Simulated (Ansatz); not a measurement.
A relaxed cell of Y3AlN4 is given with its symmetry left out. The cell was found from a structure generator's guess, not taken from experiment.

Level of theory: DFT PBE, scalar-relativistic, plane waves, PAW in Ansatz. Cutoff 420 eV, Γ-centred mesh, Gaussian smearing, no spin polarisation.

```
Y Al N
1.0
     4.78018    0.00000    0.00000
     0.00000    4.78018    0.00000
     0.00000    0.00000    4.78018
Y Al N
3 1 4
Direct
  0.00000 0.00000 0.50000
  0.50000 0.00000 0.00000
  0.00000 0.50000 0.00000
  0.50000 0.50000 0.50000
  0.50000 0.50000 0.00000
  0.00000 0.50000 0.50000
  0.50000 0.00000 0.50000
  0.00000 0.00000 0.00000
```

The zero of energy is the elements' standard structures at the same level (N₂ as a molecule); no fitted shifts are applied.

(1) Find its symmetry and describe it.

(2) How far does it lie from the elements in energy?

(3) Is it a metal?

Results:

(1) Pm-3m (No. 221), with Y and Al ordered on rock salt sites. Conventional cell: a = 4.780 Å. Y has 6 N at 2.39 Å, 4 Al at 3.38 Å and 8 Y at 3.38 Å; Al has 6 N at 2.39 Å and 12 Y at 3.38 Å; around N on a site of symmetry 4/mmm lie 2 Al at 2.39 Å and 4 Y at 2.39 Å; N on a site of symmetry m-3m is surrounded by 6 Y at 2.39 Å.

(2) −1.29 eV/atom.

(3) There is no gap on the 8×8×8 mesh, but valence and conduction bands meet within 0.015 eV, so at this level it has a zero gap rather than a metal's Fermi surface.

The last run used an 8×8×8 mesh for its 8-atom cell and Gaussian smearing of 0.10 eV. The zero gap may come from the functional, which often closes small gaps, or the cell may be a true semimetal. Symmetry constrained the relaxation, so the result can be a saddle point. Another cell of Y3AlN4 relaxed alike, in Fmm2, lies 104 meV/atom lower, so this cell isn't the stable form at this level.
